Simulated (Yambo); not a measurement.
Here is the system:

```
CELL_PARAMETERS angstrom
      0.00000     2.60440     2.60440
      2.60440     0.00000     2.60440
      2.60440     2.60440     0.00000
ATOMIC_POSITIONS crystal
  Mg 0.00000 0.00000 0.00000
  S  0.50000 0.50000 0.50000
```

Workflow: norm-conserving PBE (Quantum ESPRESSO, 84 Ry, scalar-relativistic), then G0W0 in Yambo (6×6×6 Γ-centred k mesh, bands 5 to 80 and a 10 Ry block in the screening, 80 bands in G with the Bruneval-Gonze terminator, plasmon pole fitted at 27.2 eV).

### Question
Give the PBE and G0W0 gaps between the band edges found on this mesh, and say where the edges lie.

### Answer
Edges: Γ → X. PBE: 2.78 eV; G0W0: 4.47 eV. Nearest settings tried, and what they do to the gap: 49 bands in G: +2 meV; 36 bands in W: -52 meV; 2 Ry block (27 vectors against 169): -355 meV. Not varied: mesh. So the settings aren't converged at that level. 

Geometry of the Materials Project entry, not relaxed at this level.
